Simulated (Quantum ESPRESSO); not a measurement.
## ZrS2 (changed cell): magnetic shieldings

```
CELL_PARAMETERS angstrom
      3.69138     0.00000     0.00000
     -1.84569     3.19683     0.00000
      0.00000     0.00000     6.04108
ATOMIC_POSITIONS crystal
  Zr 0.00000 0.00000 0.00000
  S  0.66667 0.33333 0.76871
  S  0.33333 0.66667 0.23129
```
The cell was made here from a computed Materials Project entry: S2 and its equivalents moved by 0.04 Å along (0.00, 0.00, 1.00), space group kept. The parent is ZrS2 in P-3m1; whether this form has been observed was not checked. Stability against distortions was not tested. The layers lie 3.2 Å apart; this gap hangs on dispersion, and neither it nor the stacking was checked against the measured crystal. The run has no spin polarisation.

Shieldings are absolute and leave out the bulk-susceptibility term; a larger σ means a smaller chemical shift. By our sweeps, such settings leave a few ppm in absolute σ on light atoms and up to some 20 ppm from Zn on. Spin–orbit coupling is left out; its weight grows with the heaviest atom, Zr here. No d partial waves on S: the paramagnetic term there is incompletely reconstructed. With so small a Kohn–Sham gap, σ hangs strongly on the functional and the mesh.

Ω = σ33 − σ11 of the symmetric part; where symmetry doesn't make it nil, it is less certain than σ_iso.

Q: What do the calculations give at each independent site (shieldings by PBE GIPAW on JTH datasets (Quantum ESPRESSO, modified build), 20 Ha, k-mesh 11×11×6 shifted, f-sum rule met within 0.012 %)?

A: 
| site | site symmetry | σ_iso (ppm) | span Ω (ppm) |
|---|---|---|---|
| Zr (atom 1) | -3m | 1106 | 166 |
| S (atoms 2, 3) | 3m | 10 | 251 |
